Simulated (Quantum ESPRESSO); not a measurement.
## Al2GaInP4 (a curve over one atom's position)

Simulated, not a measurement. The program is pw.x of Quantum ESPRESSO 7.5 (plane-wave density functional theory). The cell is made up: 8 atoms on a zincblende/diamond lattice, with randomly drawn elements, strain and displacements, not relaxed. PseudoDojo standard norm-conserving files (v0.5 for PBE, v0.4.1 for LDA and PBEsol) set the functional; there is no spin polarisation, spin-orbit coupling or dispersion term, and the masses in the input are unused placeholders.

Seven runs move atom 1 (Al, counted in the order of the input) along z and keep all else fixed.

Input of the run at -0.0334:

```
&control calculation='scf', pseudo_dir='./dojo.nc.sr.pbe.v0_5.standard.upf', outdir='./o', disk_io='low', tprnfor=.true., tstress=.true. /
&system ibrav=0, nat=8, ntyp=4, nbnd=32, ecutwfc=79.96652505, nosym=.true., tot_charge=0,
 occupations='smearing', smearing='fd', degauss=0.0018374661
/
&electrons conv_thr=7.350e-09, electron_maxstep=60, /
ATOMIC_SPECIES
Al 1.0 Al.upf
Ga 1.0 Ga.upf
In 1.0 In.upf
P 1.0 P.upf
CELL_PARAMETERS angstrom
5.5568 0.0139 0.0057
0.0139 5.6028 0.0504
0.0057 0.0504 5.7449
ATOMIC_POSITIONS angstrom
Al 0.0823 0.081 -0.0117
Al -0.0346 2.8701 2.6803
Ga 2.801 0.1197 2.843
In 2.8307 2.7603 0.069
P 1.2648 1.4891 1.4379
P 1.4078 4.2673 4.2922
P 4.1795 1.5422 4.2764
P 4.2458 4.2707 1.5071
K_POINTS automatic
4 4 4 1 1 1
```

```
shift of atom 1 along z (Å)  free energy less that of the input shown (eV)  Fx on atom 1 (eV/Å)  Fy on atom 1 (eV/Å)  Fz on atom 1 (eV/Å)  pressure (GPa)  iterations
                    -0.1529                                        -0.0392               -0.527               -0.442                0.212            0.53          10
                    -0.1234                                        -0.0415               -0.548               -0.490               -0.053            0.52          10
                    -0.0566                                        -0.0178               -0.602               -0.607               -0.660            0.55          10
                    -0.0334                                         0.0000               -0.623               -0.650               -0.873            0.58          10
                    +0.0561                                         0.1149               -0.720               -0.830               -1.695            0.78          10
                    +0.1529                                         0.3217               -0.850               -1.056               -2.573            1.15          10
                    +0.1822                                         0.4009               -0.895               -1.131               -2.833            1.29          10
```

A cubic fit gives dFz/dz = -9.20 eV/Å² at zero shift. Across the table the free energy follows the integral of the force to within 0.1 meV. A rerun of one of the cells at 1377 eV and a 6 x 6 x 6 mesh moved values by no more than 0.006 eV in energy, 0.02 GPa in stress and 0.003 eV/Å in force.